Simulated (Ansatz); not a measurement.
# Data sheet: Te (DFT)

Te:
```cif
data_Te
_chemical_formula_sum 'Te1'
_space_group_name_H-M_alt 'P 1'
_space_group_IT_number 1
_cell_length_a 3.18836
_cell_length_b 3.18836
_cell_length_c 3.18836
_cell_angle_alpha 90.000
_cell_angle_beta 90.000
_cell_angle_gamma 90.000
loop_
_space_group_symop_operation_xyz
  'x, y, z'
loop_
_atom_site_label
_atom_site_type_symbol
_atom_site_fract_x
_atom_site_fract_y
_atom_site_fract_z
_atom_site_occupancy
Te1 Te 0.00000 0.00000 0.00000 1
```

Space group Pm-3m (No. 221), simple cubic; conventional cell a = b = c = 3.1884 Å, α = β = γ = 90.00°.

Method: r²SCAN in the plane-wave PAW code Ansatz. The cell and atoms are relaxed at this level. Other levels are named where they apply.

**Cell and energy**

| Quantity | Value |
|---|---|
| Volume per atom | 32.41 Å³ |
| Density | 6.54 g/cm³ |

**Electronic structure**

| Property | Value |
|---|---|
| Electronic character | metallic (no gap) |
| Density of states at the Fermi level | 0.56 states/eV per atom (mean over ±0.08 eV) |
| Gap with spin–orbit coupling | none (metallic) |

**Mechanics**

| Quantity | Value |
|---|---|
| Bulk modulus (Birch–Murnaghan fit) | 54.4 GPa |
| Pressure derivative B′ | 4.7 |
| Elastic constants (relaxed ions, GPa) | C11 = 94.3, C12 = 33.9, C44 = 2.8 |
| Mechanical stability | stable (all eigenvalues of C positive) |

A made-up cell: these elements were put on the sites of a structure type; neither database checked (COD, Materials Project) lists it. It is not the phase usual at ambient conditions (space group No. 152). The r²SCAN relaxation kept the symmetry of its start; its stability against distortions is not shown here. As this level gives no gap, shear constants depend on the k-mesh and smearing (Fermi–Dirac, 0.1 eV here). Spin–orbit coupling is left out wherever it is not named.

Potentials: the later of the program's two PAW sets.
